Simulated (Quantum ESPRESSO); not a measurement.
# One change at a time to Mg3MoSnTa2W

These are calculations, not measurements. They come from Quantum ESPRESSO 7.5, a public plane-wave density functional program. Each row is one single-point run on a made-up periodic cell of eight metal atoms, with elements, volume, strain and displacements drawn at random and not relaxed, so a cell may be unstable or far from any real phase. There is no spin polarisation or spin-orbit coupling.

Settings: PBE unless stated; PseudoDojo standard norm-conserving files; Fermi-Dirac width 0.25 eV, which means electrons at about 2900 K; cutoff 1143 eV; 6 x 5 x 3 k mesh shifted half a step off Gamma. E is the free energy of the whole cell (internal energy minus TS), so a -TS column is already part of it. Stress is positive in tension, and the pressure P is minus a third of its trace.

Checks: one run of this series was repeated at a higher cutoff and on a denser mesh, which moved values by no more than 0.004 eV, 0.02 GPa and 0.007 eV/Å, and a second program with other atomic files agreed on it to 2 % rms in force and 0.5 GPa in pressure. Known limits: the tin pseudopotential is less sure than most, with forces differing by about three percent from a second method on plain tin; heavy elements are run without spin-orbit coupling, which real alloys of them have; a spin test at this wide smearing found no moment, but such smearing suppresses magnetism that the real alloy may have.

The lattice is face-centred cubic, and the cell vectors in Å are (-4.203, 0.000, 0.000); (-2.102, -4.203, -2.102); (-2.102, -4.203, 6.304), a volume of 148.49 Å³ in run 1. The elements on sites 1 to 8 are Mg Mg Ta Mo Ta Mg W Sn. Each later run makes one change to run 1 and keeps the rest. E is counted from run 1, and is n/a where other atomic files have another zero of energy.

```
run,change,V (Å³),P (GPa),-TS (eV),rms force (eV/Å),largest change of a force component (eV/Å),E (eV)
1,none,148.49,-0.70,-1.323,0.735,0.000,0.000
2,sites 4 and 7 exchanged,148.49,-0.61,-1.318,0.694,0.319,0.051
3,all lengths scaled by +1.85 %,156.89,-6.51,-1.416,0.640,0.244,0.195
4,PBEsol in place of PBE,148.49,-4.55,-1.331,0.716,0.109,n/a
5,Ru on site 6,148.49,-7.12,-1.600,0.745,0.685,n/a
6,site 4 moved by -0.17 Å along y,148.49,-0.37,-1.307,0.730,0.934,?
```

## Worked estimate

Along the move dE = -F dx. The force on site 4 along y is -0.688 eV/Å in run 1 and 0.246 eV/Å in run 6, and the move is -0.17 Å, so the mean force times the move gives an estimate.

## Withheld value

Question: what E should run 6 give?

The estimate is -0.038 eV. The calculation gave -0.039 eV.
